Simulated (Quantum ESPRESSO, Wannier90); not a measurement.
# ZnHgTe₂ (P-4m2), plane waves to Wannier functions

Cell from Materials Project (mp-1215403), symmetrised, no further relaxation. Not found in the COD (Crystallography Open Database) copy used; not checked further. Level: PBEsol, spinors with spin-orbit coupling; pw.x of Quantum ESPRESSO at 68 Ry with PseudoDojo potentials, 4×4×4 k-points, Wannier90. Density: 8×8×6 mesh, cold smearing 0.01 Ry. With spin-orbit coupling a semilocal functional can close or falsely invert a small gap; the band order was not checked against a better method. The gap is small at this level and was sampled on the meshes and a path alone.

On the energy scale of pw.x, whose zero is arbitrary, the valence-band maximum lies at 8.23 eV.

Input w.win:

```
num_bands = 60
num_wann = 32
exclude_bands = 1-36,41-60
spinors = true
num_iter = 1000
conv_tol = 1.0e-6
conv_window = 4
dis_num_iter = 1000
dis_conv_tol = 1.0e-6
dis_froz_max = 9.82
write_hr = true
write_u_matrices = true
begin projections
f=0.49220,0.50433,0.49528: s;p
f=-0.00509,0.00432,0.00629: s;p
f=-0.00759,0.50704,0.27523: s;p
f=0.51021,0.00376,-0.27050: s;p
end projections
begin unit_cell_cart
ang
    4.4730600000    0.0000000000    0.0000000000
    0.0000000000    4.4730600000    0.0000000000
    0.0000000000    0.0000000000    6.3800600000
end unit_cell_cart
begin atoms_frac
Zn   0.5000000000  0.5000000000  0.5000000000
Hg   0.0000000000  0.0000000000  0.0000000000
Te   0.0000000000  0.5000000000  0.2722800000
Te   0.5000000000  0.0000000000 -0.2722800000
end atoms_frac
mp_grid = 4 4 4
begin kpoints
0.0000000000 0.0000000000 0.0000000000
0.0000000000 0.0000000000 0.2500000000
0.0000000000 0.0000000000 0.5000000000
... (61 more lines: the 4x4x4 mesh through Gamma)
end kpoints
```

Input of pw2wannier90.x that gives the overlap and projection files (equivalent; here they were cut from one run over all bands):

```
&inputpp
  outdir = './out'
  prefix = 'pwscf'
  seedname = 'w'
  write_amn = .true.
  write_mmn = .true.
/
```

Output w.wout (banner and timings cut):

```
                                    ------
                                    SYSTEM
                                    ------

                              Lattice Vectors (Ang)
                    a_1     4.473060   0.000000   0.000000
                    a_2     0.000000   4.473060   0.000000
                    a_3     0.000000   0.000000   6.380060

                   Unit Cell Volume:     127.65394  (Ang^3)

                        Reciprocal-Space Vectors (Ang^-1)
                    b_1     1.404673   0.000000   0.000000
                    b_2     0.000000   1.404673   0.000000
                    b_3     0.000000   0.000000   0.984816

 *----------------------------------------------------------------------------*
 |   Site       Fractional Coordinate          Cartesian Coordinate (Ang)     |
 +----------------------------------------------------------------------------+
 | zn   1   0.50000   0.50000   0.50000   |    2.23653   2.23653   3.19003    |
 | hg   1   0.00000   0.00000   0.00000   |    0.00000   0.00000   0.00000    |
 | te   1   0.00000   0.50000   0.27228   |    0.00000   2.23653   1.73716    |
 | te   2   0.50000   0.00000  -0.27228   |    2.23653   0.00000  -1.73716    |
 *----------------------------------------------------------------------------*
                                ------------
                                K-POINT GRID
                                ------------

             Grid size =  4 x  4 x  4      Total points =   64

 *---------------------------------- MAIN ------------------------------------*
 |  Number of Wannier Functions               :                32             |
 |  Number of Objective Wannier Functions     :                32             |
 |  Number of input Bloch states              :                60             |
 |  Output verbosity (1=low, 5=high)          :                 1             |
 |  Timing Level (1=low, 5=high)              :                 1             |
 |  Optimisation (0=memory, 3=speed)          :                 3             |
 |  Length Unit                               :               Ang             |
 |  Post-processing setup (write *.nnkp)      :                 F             |
 |  Using Gamma-only branch of algorithms     :                 F             |
 *----------------------------------------------------------------------------*
 *------------------------------- WANNIERISE ---------------------------------*
 |  Total number of iterations                :              1000             |
 |  Number of CG steps before reset           :                 5             |
 |  Trial step length for line search         :             2.000             |
 |  Convergence tolerence                     :         0.100E-05             |
 |  Convergence window                        :                 4             |
 |  Iterations between writing output         :                 1             |
 |  Iterations between backing up to disk     :               100             |
 |  Write r^2_nm to file                      :                 F             |
 |  Write xyz WF centres to file              :                 F             |
 |  Write on-site energies <0n|H|0n> to file  :                 F             |
 |  Use guiding centre to control phases      :                 F             |
 |  Use phases for initial projections        :                 F             |
 *----------------------------------------------------------------------------*
 *------------------------------- DISENTANGLE --------------------------------*
 |  Using band disentanglement                :                 T             |
 |  Total number of iterations                :              1000             |
 |  Mixing ratio                              :             0.500             |
 |  Convergence tolerence                     :         1.000E-06             |
 |  Convergence window                        :                 3             |
 *----------------------------------------------------------------------------*
 *-------------------------------- PLOTTING ----------------------------------*
 |  Plotting Hamiltonian in WF basis          :                 T             |
 *----------------------------------------------------------------------------*

       ... (k-mesh section left out)

 Starting a new Wannier90 calculation ...

 Reading overlaps from w.mmn

 Reading projections from w.amn

 *------------------------------- DISENTANGLE --------------------------------*
 +----------------------------------------------------------------------------+
 |                              Energy  Windows                               |
 |                              ---------------                               |
 |                   Outer:   -3.71625  to   24.26191  (eV)                   |
 |                   Inner:   -3.71625  to    9.82000  (eV)                   |
 +----------------------------------------------------------------------------+
   Number of target bands to extract:   32

                   Unitarised projection of Wannier functions
                   ------------------------------------------
   A_mn = <psi_m|g_n> --> S = A.A^+ --> U = S^-1/2.A
   In dis_project... done
   Using an inner window (linner = T)
   In dis_proj_froz... done

                   Extraction of optimally-connected subspace
                   ------------------------------------------
 +---------------------------------------------------------------------+<-- DIS
 |  Iter     Omega_I(i-1)      Omega_I(i)      Delta (frac.)           |<-- DIS
 +---------------------------------------------------------------------+<-- DIS
       1      75.32550484      70.80441033       6.385E-02    <-- DIS
       2      72.09626960      69.54343979       3.671E-02    <-- DIS
       3      70.56202416      68.83560050       2.508E-02    <-- DIS
       4      69.49058942      68.34029751       1.683E-02    <-- DIS
       5      68.74761485      67.97771948       1.133E-02    <-- DIS
       6      68.22644093      67.70569729       7.691E-03    <-- DIS
       ... (lines left out)
      70      66.55074220      66.55067648       9.875E-07    <-- DIS
      71      66.55053039      66.55047358       8.536E-07    <-- DIS
      72      66.55033213      66.55028350       7.308E-07    <-- DIS

             <<<      Delta < 1.000E-06  over  3 iterations     >>>
             <<< Disentanglement convergence criteria satisfied >>>

        Final Omega_I    66.55028350 (Ang^2)

 +----------------------------------------------------------------------------+

 Writing checkpoint file w.chk... done

 *------------------------------- WANNIERISE ---------------------------------*
 +--------------------------------------------------------------------+<-- CONV
 | Iter  Delta Spread     RMS Gradient      Spread (Ang^2)            |<-- CONV
 +--------------------------------------------------------------------+<-- CONV

 ------------------------------------------------------------------------------
 Initial State
  WF centre and spread    1  (  2.223672,  2.243065,  3.176387 )     3.47417750
  WF centre and spread    2  (  2.223672,  2.243064,  3.176387 )     3.47417774
  WF centre and spread    3  (  2.232933,  2.237465,  3.200701 )     3.05540411
  WF centre and spread    4  (  2.232933,  2.237465,  3.200700 )     3.05540445
  WF centre and spread    5  (  2.247334,  2.236661,  3.367581 )     3.00078544
  WF centre and spread    6  (  2.247335,  2.236661,  3.367580 )     3.00078684
  WF centre and spread    7  (  2.230747,  2.229948,  3.008088 )     2.97842844
  WF centre and spread    8  (  2.230748,  2.229949,  3.008087 )     2.97842874
  WF centre and spread    9  ( -0.003602, -0.000150,  0.003779 )     3.52113991
  WF centre and spread   10  ( -0.003602, -0.000150,  0.003779 )     3.52113996
  WF centre and spread   11  ( -0.003614,  0.001072, -0.007570 )     3.53819266
  WF centre and spread   12  ( -0.003615,  0.001073, -0.007569 )     3.53819321
  WF centre and spread   13  (  0.000599, -0.000588,  0.132747 )     3.34481568
  WF centre and spread   14  (  0.000599, -0.000588,  0.132747 )     3.34481634
  WF centre and spread   15  (  0.003149, -0.000602, -0.124389 )     3.37203894
  WF centre and spread   16  (  0.003149, -0.000602, -0.124389 )     3.37203940
  WF centre and spread   17  ( -0.024077,  2.258354,  1.732297 )     1.67196628
  WF centre and spread   18  ( -0.024077,  2.258354,  1.732297 )     1.67196619
  WF centre and spread   19  ( -0.001828,  2.237780,  1.685094 )     2.68784701
  WF centre and spread   20  ( -0.001828,  2.237781,  1.685093 )     2.68784670
  WF centre and spread   21  (  0.025023,  2.237009,  1.600347 )     2.57863758
  WF centre and spread   22  (  0.025023,  2.237009,  1.600347 )     2.57863719
  WF centre and spread   23  ( -0.001665,  2.214033,  1.809834 )     2.68439758
  WF centre and spread   24  ( -0.001665,  2.214033,  1.809834 )     2.68439727
  WF centre and spread   25  (  2.272684,  0.011865, -1.709926 )     1.63356342
  WF centre and spread   26  (  2.272684,  0.011865, -1.709926 )     1.63356345
  WF centre and spread   27  (  2.241959,  0.000657, -1.708756 )     2.70613935
  WF centre and spread   28  (  2.241959,  0.000658, -1.708756 )     2.70613912
  WF centre and spread   29  (  2.205446, -0.000131, -1.810799 )     2.69635481
  WF centre and spread   30  (  2.205446, -0.000131, -1.810799 )     2.69635505
  WF centre and spread   31  (  2.239674, -0.012728, -1.599034 )     2.58523755
  WF centre and spread   32  (  2.239674, -0.012728, -1.599034 )     2.58523795
  Sum of centres and spreads ( 35.776869, 35.787423, 25.512759 )    91.05825587

      0     0.911E+02     0.0000000000       91.0582558652  <-- CONV
        O_D=      0.0880385 O_OD=     24.4199338 O_TOT=     91.0582559 <-- SPRD
 ------------------------------------------------------------------------------
      1    -0.786E+00     1.1489446987       90.2726949829  <-- CONV
        O_D=      0.0970640 O_OD=     23.6253475 O_TOT=     90.2726950 <-- SPRD
      2    -0.641E+00     1.1547962838       89.6316329626  <-- CONV
        O_D=      0.0908950 O_OD=     22.9904544 O_TOT=     89.6316330 <-- SPRD
      3    -0.313E+00     0.9424422527       89.3182677308  <-- CONV
        O_D=      0.0845617 O_OD=     22.6834225 O_TOT=     89.3182677 <-- SPRD
      4    -0.115E+00     0.5823604978       89.2033081174  <-- CONV
        O_D=      0.0823599 O_OD=     22.5706647 O_TOT=     89.2033081 <-- SPRD
      5    -0.396E-01     0.3363235233       89.1637401319  <-- CONV
        O_D=      0.0816730 O_OD=     22.5317836 O_TOT=     89.1637401 <-- SPRD
       ... (lines left out)
    100    -0.930E-02     0.1165694166       74.9264065532  <-- CONV
        O_D=      0.0535318 O_OD=      8.3225913 O_TOT=     74.9264066 <-- SPRD
       ... (lines left out)
    200    -0.416E-05     0.0027015833       74.7977051539  <-- CONV
        O_D=      0.0513145 O_OD=      8.1961071 O_TOT=     74.7977052 <-- SPRD
       ... (lines left out)
    218    -0.617E-06     0.0012519017       74.7976686571  <-- CONV
        O_D=      0.0513175 O_OD=      8.1960677 O_TOT=     74.7976687 <-- SPRD
    219    -0.463E-06     0.0010011579       74.7976681938  <-- CONV
        O_D=      0.0513179 O_OD=      8.1960668 O_TOT=     74.7976682 <-- SPRD
    220    -0.649E-06     0.0009664382       74.7976675446  <-- CONV
        O_D=      0.0513180 O_OD=      8.1960661 O_TOT=     74.7976675 <-- SPRD
             <<<     Delta < 1.000E-06  over  4 iterations     >>>
             <<< Wannierisation convergence criteria satisfied >>>
 Final State
  WF centre and spread    1  (  2.231880,  2.904784,  2.708017 )     2.52348355
  WF centre and spread    2  (  2.231882,  2.904784,  2.708018 )     2.52348365
  WF centre and spread    3  (  1.568661,  2.236505,  3.672717 )     2.52373450
  WF centre and spread    4  (  1.568662,  2.236506,  3.672717 )     2.52373560
  WF centre and spread    5  (  2.905974,  2.236608,  3.669529 )     2.52321278
  WF centre and spread    6  (  2.905974,  2.236607,  3.669528 )     2.52321375
  WF centre and spread    7  (  2.231997,  1.568917,  2.707227 )     2.52331771
  WF centre and spread    8  (  2.231996,  1.568918,  2.707226 )     2.52331756
  WF centre and spread    9  ( -0.686259, -0.000279,  0.464118 )     2.76677141
  WF centre and spread   10  ( -0.686259, -0.000278,  0.464119 )     2.76677157
  WF centre and spread   11  (  0.003166,  0.684326, -0.467371 )     2.76765162
  WF centre and spread   12  (  0.003166,  0.684327, -0.467371 )     2.76765179
  WF centre and spread   13  (  0.684935, -0.000352,  0.467228 )     2.76808949
  WF centre and spread   14  (  0.684934, -0.000353,  0.467227 )     2.76809033
  WF centre and spread   15  (  0.003105, -0.685155, -0.466066 )     2.76821873
  WF centre and spread   16  (  0.003104, -0.685155, -0.466065 )     2.76821942
  WF centre and spread   17  ( -0.001444,  2.710195,  2.046728 )     2.16025656
  WF centre and spread   18  ( -0.001443,  2.710195,  2.046729 )     2.16025603
  WF centre and spread   19  ( -0.516896,  2.236435,  1.369861 )     1.89902308
  WF centre and spread   20  ( -0.516896,  2.236436,  1.369860 )     1.89902279
  WF centre and spread   21  (  0.517069,  2.236478,  1.370726 )     1.89820193
  WF centre and spread   22  (  0.517069,  2.236477,  1.370726 )     1.89820166
  WF centre and spread   23  ( -0.001407,  1.763350,  2.047247 )     2.16021732
  WF centre and spread   24  ( -0.001408,  1.763350,  2.047247 )     2.16021720
  WF centre and spread   25  (  2.239087,  0.517287, -1.369759 )     1.89825082
  WF centre and spread   26  (  2.239087,  0.517287, -1.369759 )     1.89825075
  WF centre and spread   27  (  2.709075,  0.000113, -2.048779 )     2.16066782
  WF centre and spread   28  (  2.709075,  0.000113, -2.048778 )     2.16066816
  WF centre and spread   29  (  1.762327,  0.000465, -2.044653 )     2.15939293
  WF centre and spread   30  (  1.762327,  0.000466, -2.044654 )     2.15939289
  WF centre and spread   31  (  2.238715, -0.517266, -1.370256 )     1.89834204
  WF centre and spread   32  (  2.238714, -0.517266, -1.370256 )     1.89834209
  Sum of centres and spreads ( 35.779971, 35.784826, 25.513030 )    74.79766754

         Spreads (Ang^2)       Omega I      =    66.550283503
        ================       Omega D      =     0.051317975
                               Omega OD     =     8.196066067
    Final Spread (Ang^2)       Omega Total  =    74.797667545
```
